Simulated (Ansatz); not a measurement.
Values for one crystal, relaxed and computed with r²SCAN in the plane-wave PAW code Ansatz; other levels are named.

```yaml
volume_per_atom: 15.78 Å³
electronic_character: metallic (no gap)
Pressure derivative B′: 4.2
Bulk modulus (Birch–Murnaghan fit): 245 GPa
Formation energy from the elements (no fitted shifts): -0.25 eV/atom
Density of states at the Fermi level: 0.96 states/eV per atom (mean over ±0.08 eV)
```

Problem. Which compound is it?
A. TaRu, rock salt
B. AlRu, Cmcm (Al on 4c, Ru on 4c)
C. NbRu, P2/m (Nb on 2m, Nb on 1a, Ru on 1e, Ru on 2n)
D. MoRu3, Cu3Au type

Solution. C, NbRu, P2/m (Nb on 2m, Nb on 1a, Ru on 1e, Ru on 2n)

The start of the workflow was typed in or built on a structure type; neither database checked (COD, Materials Project) lists it. COD files the formula under space group No. 123, 221. Whether it is the stable phase at ambient conditions was not checked. The r²SCAN relaxation kept the symmetry of its start; its stability against distortions is not shown here. The run is not spin-polarised. The references are the lowest solids computed at this level, not always the standard phases. Scalar-relativistic: spin–orbit coupling is off unless named, which matters more the heavier the elements.

Potentials: the earlier of the program's two PAW sets.
